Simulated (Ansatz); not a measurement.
ZnSe (zinc blende)

```xyz
4
Lattice="0.0000 5.7330 5.7330 2.8665 0.0000 2.8665 2.8665 2.8665 0.0000" Properties=species:S:1:pos:R:3 pbc="T T T"
Se     4.2998     4.2998     4.2998
Se     4.2998     7.1663     7.1663
Zn     0.0000     0.0000     0.0000
Zn     0.0000     2.8665     2.8665
```

Scan: atom 2 (Se, nearest neighbour Zn at 2.482 Å; its periodic images, 4.1 Å or more away, move with it) is displaced along Cartesian [111], direction (0.577, 0.577, 0.577) in Cartesian axes, by s. The other atoms stay.

Calculation: PBE (plane waves to 420 eV, PAW, scalar-relativistic; Ansatz, a quantum-chemistry and plane-wave program). k mesh 4×8×8 (Γ-centred), Fermi-Dirac smearing 0.05 eV. E stands for the smeared free energy. Left out: 1 of 11 points, with atoms too close for the PAW data. ZnSe was relaxed with its symmetry unable to fall. ΔE is measured from the undisplaced structure.

The scan covers s from -0.740 to 0.592 Å in 10 points.

Problem. Is the energy the same for displacements of ±0.592 Å, and if not, which side lies higher?

Solution. Not even: the positive side lies higher at ±0.592 Å. With its periodic images moving along, the atom's site symmetry in this cell is 3m.

Problem. What is the energy change at s = 0.592 Å?

Solution. 2316 meV/cell.

Problem. What force acts on the atom along the line at s = -0.740 Å?

Solution. 0.824 eV/Å.

Problem. What is the force constant k = d²E/ds² of this move at s = 0?

Solution. 5.79 eV/Å².

(For displaced atoms, the force is minus the slope of the energy, and its curvature is a force constant, which sets phonon frequencies.)
